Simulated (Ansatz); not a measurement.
# Relaxing TaTe (rocksalt structure, lowered slightly to I4/mmm when read at 0.01 Å)

Method: r²SCAN, scalar-relativistic; collinear spin; PAW, 500 eV, 10×10×5 k-mesh, Gaussian smearing of 0.05 eV; code Ansatz; PAW files: Ansatz's generated set soft_2.

This is a trial structure made by placing the elements on a prototype's sites, so it needn't be the stable form.

The start:

```
Ta Te
1.0
     0.00000    2.89000    2.89000
     2.89000    0.00000    2.89000
     2.89000    2.89000    0.00000
Ta Te
1 1
Direct
  0.50000 0.50000 0.50000
  0.00000 0.00000 0.00000
```

Starting moments (μB, in the order of the atoms): 2.0, 0.0.

The first steps of the search for zero pressure:

```csv
run,level,k-mesh,kind,V (Å³/atom),P (GPa),gap on the mesh (eV),largest moment (μB)
1,"PBE, 420 eV",6×6×6,fixed cell,24.14,-4.5,metal,0.25
2,"PBE, 420 eV",6×6×6,fixed cell,23.42,-1.6,metal,0.23
```

(1) At which volume does r²SCAN reach zero pressure?

Answer:

(1) About 23.8 Å³/atom, about 1 % under the start.

The steps that followed:

```csv
run,level,k-mesh,kind,V (Å³/atom),P (GPa),E − E(final) (meV/atom),gap on the mesh (eV),largest moment (μB)
3,"PBE, 420 eV",6×6×6,fixed cell,23.06,0.0,–,metal,0.21
4,r²SCAN,10×10×10,fixed cell,23.06,0.3,67.6,metal,0.86
5,r²SCAN,10×10×10,fixed cell,23.15,0.8,67.6,metal,1.07
6,r²SCAN,10×10×10,fixed cell,24.31,-0.9,64.0,metal,1.57
7,r²SCAN,10×10×10,fixed cell,23.68,0.4,63.3,metal,1.39
8,r²SCAN,10×10×10,fixed cell,23.87,0.0,63.1,metal,1.45
9,r²SCAN,10×10×5,"shape and atoms relaxed, volume fixed, new magnetic order",23.87,-0.4,0.2,metal,1.32
10,r²SCAN,10×10×5,"shape and atoms relaxed, volume fixed, new magnetic order",23.78,-0.1,0.0,metal,1.31
```

Cell and atoms are those of this level's equilibrium.

The final structure (symmetry read at 0.01 Å). Symmetry: I4/mmm, No. 139, tetragonal system. The conventional cell has a = 4.062 Å, b = 4.062 Å, c = 5.765 Å, α = 90.00°, β = 90.00°, γ = 90.00°. Around Ta (site symmetry 4/mmm) lie 6 Te at 2.87 to 2.88 Å. Te (site symmetry 4/mmm) is surrounded by 6 Ta at 2.87 to 2.88 Å. (Shells end 15 % past the nearest neighbour.)

- Among 5 magnetic starts the lowest energy, to 0.5 meV/atom, came from: antiferromagnetic, doubled cell, propagation vector (0, 1/2, 1/2). The next state (antiferromagnetic, doubled cell, propagation vector (0, 0, 1/2)) lies 44.0 meV/atom higher.
- At the final geometry the gap, band path included, is zero (metallic) and the site spin moments are Ta 1.31, -1.31 μB.
- Against the elements' standard states, run alike and uncorrected, the formation energy is 0.75 eV/atom, so this structure is unstable against them at this level.
- The runs in the table took roughly 22 core-minutes.

The equation of state at this level isn't smooth, a sign that the magnetic state shifts with volume and isn't converged in the mesh. No spin–orbit coupling, a notable omission for heavy elements. The run wasn't fully tested for a lower electronic state. Site moments are of spin, integrated over atomic spheres.
